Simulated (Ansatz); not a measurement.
## Moving the functional in HPbNO4

```yaml
crystal:
  lattice:
    - [4.12040, -0.00081, -0.01120]
    - [0.00404, 6.42722, 0.05360]
    - [0.02791, 3.20707, 7.74994]
  atoms:
    - { symbol: H, position: [0.90366, 0.21821, 0.48851] }
    - { symbol: H, position: [0.40337, 0.78177, 0.51142] }
    - { symbol: Pb, position: [0.39455, 0.30863, 0.70725] }
    - { symbol: Pb, position: [0.89489, 0.69135, 0.29266] }
    - { symbol: N, position: [0.63409, 0.19990, 0.20730] }
    - { symbol: N, position: [0.13386, 0.80012, 0.79275] }
    - { symbol: O, position: [0.90829, 0.32866, 0.54369] }
    - { symbol: O, position: [0.53792, 0.39076, 0.19497] }
    - { symbol: O, position: [0.53483, 0.11279, 0.10602] }
    - { symbol: O, position: [0.83718, 0.08887, 0.32672] }
    - { symbol: O, position: [0.40817, 0.67132, 0.45624] }
    - { symbol: O, position: [0.03774, 0.60924, 0.80520] }
    - { symbol: O, position: [0.03429, 0.88737, 0.89397] }
    - { symbol: O, position: [0.33716, 0.91101, 0.67330] }
```

The cell comes from a database or a generator and needn't be the stable form of this composition.

Kept alike: task band structure; k mesh 5 × 4 × 3; occupations fermi-dirac, width 0.05 eV; no spin polarisation. Program: Ansatz, all-electron LAPW, scalar-relativistic. The mesh is that of the run's cell of 14 atoms. No spin-orbit coupling.

```csv
functional,band gap (eV),pressure (GPa)
LDA,3.217,-5.80
PBEsol,3.296,-2.80
RPBE,3.371,2.45
revPBE,3.364,1.88
```

Pressure is positive in compression. Spin-orbit coupling, left out here, moves the band edges of heavy atoms and can close or invert small gaps. Gaps are the smaller of the mesh's and the band path's.

Question: What does the functional change here?

Answer: The band gap runs from 3.217 (LDA) to 3.371 eV (RPBE). The pressure runs from -5.80 (LDA) to 2.45 GPa (RPBE).
